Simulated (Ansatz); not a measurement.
## Sc started on a K site in rocksalt KCl, 16 atoms, charge 0

A calculation with Ansatz 0.2.0 (PAW, plane waves); the settings stand in the input.

Input:

```yaml
crystal:
  lattice:
    - [12.487268, 0.000000, 0.000000]
    - [0.000000, 6.243634, 0.000000]
    - [0.000000, 0.000000, 6.243634]
  atoms:
    - { symbol: Cl, position: [0.249000, 0.002204, 0.004409] }
    - { symbol: Cl, position: [0.752446, 0.002436, 0.003398] }
    - { symbol: Cl, position: [0.001125, 0.503906, 0.000941] }
    - { symbol: Cl, position: [0.499166, 0.498632, 0.003449] }
    - { symbol: Cl, position: [0.001175, 0.999714, 0.499651] }
    - { symbol: Cl, position: [0.498841, 0.996091, 0.497295] }
    - { symbol: Cl, position: [0.251993, 0.499041, 0.497434] }
    - { symbol: Cl, position: [0.748972, 0.499682, 0.501223] }
    - { symbol: K, position: [0.002886, 0.998138, 0.996748] }
    - { symbol: K, position: [0.499605, 0.001078, 0.999712] }
    - { symbol: K, position: [0.250006, 0.499119, 0.999981] }
    - { symbol: K, position: [0.747196, 0.501717, 0.999059] }
    - { symbol: K, position: [0.251225, 0.996674, 0.504807] }
    - { symbol: K, position: [0.748515, 0.001222, 0.498072] }
    - { symbol: K, position: [0.004366, 0.502637, 0.503480] }
    - { symbol: Sc, position: [0.502061, 0.499495, 0.497146] }
kpoints:
  mp_grid: { grid: [2, 2, 2], shift: [0.5, 0.5, 0.5] }
hamiltonian:
  xc: pbe0
scf:
  occupations: { method: fermi_dirac, width: 0.01 }
  max_iter: 60
output:
  forces: true
  eigenvalues: true
  stress: true
```

Started with:

```sh
ansatz run in.yaml --threads 7 --pin off --max-ram 13300MiB --runs-dir r --events-out ev --progress --plain
```

The end of the output:

```
SCF iter  49: F=—  HF=-21563.300217 eV  |F-HF|=—  |Δ(HF+E_count)|=   4.23e-6  Δρ=1.46e-4  dr2=5.93e-5  ethr=2.00e-9  ⟨swp⟩=5.0  Hψ=710  notcnv=0
SCF iter  50: F=—  HF=-21563.300226 eV  |F-HF|=—  |Δ(HF+E_count)|=   9.03e-6  Δρ=1.32e-4  dr2=4.56e-5  ethr=2.00e-9  ⟨swp⟩=6.0  Hψ=769  notcnv=0
SCF iter  51: F=—  HF=-21563.300234 eV  |F-HF|=—  |Δ(HF+E_count)|=   7.96e-6  Δρ=1.83e-4  dr2=9.74e-5  ethr=2.00e-9  ⟨swp⟩=5.0  Hψ=707  notcnv=0
SCF iter  52: F=—  HF=-21563.300244 eV  |F-HF|=—  |Δ(HF+E_count)|=   1.06e-5  Δρ=1.53e-4  dr2=8.33e-5  ethr=2.00e-9  ⟨swp⟩=6.0  Hψ=749  notcnv=0
SCF iter  53: F=—  HF=-21563.300259 eV  |F-HF|=—  |Δ(HF+E_count)|=   1.43e-5  Δρ=1.99e-4  dr2=1.17e-4  ethr=2.00e-9  ⟨swp⟩=6.0  Hψ=792  notcnv=0
SCF iter  54: F=—  HF=-21563.300267 eV  |F-HF|=—  |Δ(HF+E_count)|=   7.95e-6  Δρ=9.16e-5  dr2=2.39e-5  ethr=2.00e-9  ⟨swp⟩=6.5  Hψ=879  notcnv=0  defer=2
SCF iter  55: F=—  HF=-21563.300238 eV  |F-HF|=—  |Δ(HF+E_count)|=   2.81e-5  Δρ=8.69e-5  dr2=1.45e-5  ethr=2.00e-9  ⟨swp⟩=7.0  Hψ=864  notcnv=0
SCF iter  56: F=—  HF=-21563.300219 eV  |F-HF|=—  |Δ(HF+E_count)|=   1.93e-5  Δρ=4.43e-5  dr2=3.39e-6  ethr=2.00e-9  ⟨swp⟩=6.5  Hψ=819  notcnv=0
SCF iter  57: F=—  HF=-21563.300200 eV  |F-HF|=—  |Δ(HF+E_count)|=   1.94e-5  Δρ=1.11e-4  dr2=3.52e-5  ethr=2.00e-9  ⟨swp⟩=7.0  Hψ=901  notcnv=0  recentre
SCF iter  58: F=—  HF=-21563.300195 eV  |F-HF|=—  |Δ(HF+E_count)|=   5.06e-6  Δρ=3.12e-5  dr2=2.19e-6  ethr=2.00e-9  ⟨swp⟩=5.2  Hψ=718  notcnv=0  defer=1
SCF iter  59: F=—  HF=-21563.300182 eV  |F-HF|=—  |Δ(HF+E_count)|=   1.25e-5  Δρ=8.73e-5  dr2=2.24e-5  ethr=1.68e-9  ⟨swp⟩=8.2  Hψ=969  notcnv=0  defer=1  recentre
SCF iter  60: F=—  HF=-21563.300286 eV  |F-HF|=—  |Δ(HF+E_count)|=   1.04e-4  Δρ=7.96e-5  dr2=1.45e-5  ethr=1.68e-9  ⟨swp⟩=8.2  Hψ=1110  notcnv=0  defer=1
Error: did not converge after 60 iterations: dr2 = 1.45e-5 (threshold 1.00e-7), under the density mixer `msr1`, which `scf.mixing.algorithm: auto` chose by the deck's other keys (type `scf.mixing.algorithm: msr1` to keep it); this SCF is the semilocal warm-up of a hybrid solve, ahead of its exchange loop; raise `scf.max_iter`, which need not help a stalled SCF, or adjust the mixing (`scf.mixing`)
```

The run did not converge.
